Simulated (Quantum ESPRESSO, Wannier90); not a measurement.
Wannier functions of AlRu (CsCl type)

Cell from Materials Project (mp-542569), symmetrised, no further relaxation. COD (Crystallography Open Database) has an entry of this formula and space group (matched by these alone). Level: LDA, no spin polarisation, no spin-orbit coupling; pw.x of Quantum ESPRESSO at 71 Ry with PseudoDojo potentials, 10×10×10 k-points, Wannier90. Density: 14×14×14 mesh, cold smearing 0.01 Ry.

```
begin unit_cell_cart
ang
    2.9825000000    0.0000000000    0.0000000000
    0.0000000000    2.9825000000    0.0000000000
    0.0000000000    0.0000000000    2.9825000000
end unit_cell_cart
mp_grid = 10 10 10
```

Question: Which shells of neighbouring k-points and which b-vectors and weights does Wannier90 pick for this cell and mesh?

Answer: 
```
 *---------------------------------- K-MESH ----------------------------------*
 +----------------------------------------------------------------------------+
 |                    Distance to Nearest-Neighbour Shells                    |
 |                    ------------------------------------                    |
 |          Shell             Distance (Ang^-1)          Multiplicity         |
 |          -----             -----------------          ------------         |
 |             1                   0.210668                      6            |
 |             2                   0.297930                     12            |
 |             3                   0.364888                      8            |
 |             4                   0.421337                      6            |
 |             5                   0.471069                     24            |
 |             6                   0.516030                     24            |
 |             7                   0.595860                     12            |
 |             8                   0.632005                     30            |
       ... (lines left out)
 +----------------------------------------------------------------------------+
 | The b-vectors are chosen automatically                                     |
 | The following shells are used:                       1                     |
 +----------------------------------------------------------------------------+
 |                        Shell   # Nearest-Neighbours                        |
 |                        -----   --------------------                        |
 |                          1               6                                 |
 +----------------------------------------------------------------------------+
 | Completeness relation is fully satisfied [Eq. (B1), PRB 56, 12847 (1997)]  |
 +----------------------------------------------------------------------------+
 |                  b_k Vectors (Ang^-1) and Weights (Ang^2)                  |
 |                  ----------------------------------------                  |
 |            No.         b_k(x)      b_k(y)      b_k(z)        w_b           |
 |            ---        --------------------------------     --------        |
 |             1         0.000000    0.000000    0.210668    11.266037        |
 |             2         0.000000    0.210668    0.000000    11.266037        |
 |             3         0.210668    0.000000    0.000000    11.266037        |
 |             4         0.000000    0.000000   -0.210668    11.266037        |
 |             5         0.000000   -0.210668    0.000000    11.266037        |
 |             6        -0.210668    0.000000    0.000000    11.266037        |
```
